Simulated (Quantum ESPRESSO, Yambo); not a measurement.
For SiO2 (α-cristobalite, space group P4_32_12, No. 96), Yambo gives the independent-particle static dielectric constant along x as 2.37 on PBEsol bands and 2.12 after a scissor of 2.91 eV widens every gap (4×4×2 mesh, 132 bands, 3 Ry local-field block, 0.2 eV broadening). Axes are Cartesian, with cell vectors (Å) (4.98, 0.00, 0.00), (0.00, 4.98, 0.00), (0.00, 0.00, 6.90).

Problem. A scissor keeps the position matrix elements. In a one-oscillator model, how does ε − 1 scale, and what mean transition energy do the two values imply?

Solution. Each transition adds |r|²/E to ε − 1, so ε − 1 ∝ 1/(E0 + Δ). Then (2.12 − 1)/(2.37 − 1) = E0/(E0 + Δ) = 0.818, and E0 = Δ(ε' − 1)/(ε − ε') = 13.0 eV. The computed Im ε, weighted by 1/E up to 20 eV, has its mean at 12.6 eV; the smallest direct PBEsol gap is 5.70 eV. The scissor comes from a G0W0 run whose convergence isn't established. Convergence of the RPA response with its 4×4×2 mesh was not tested.

Bands from Quantum ESPRESSO.

Geometry of the Materials Project entry, not relaxed at this level; primitive cell a = b = 4.9756 Å, c = 6.9009 Å, α = β = γ = 90.00°.

This is not the ordinary phase of the substance.
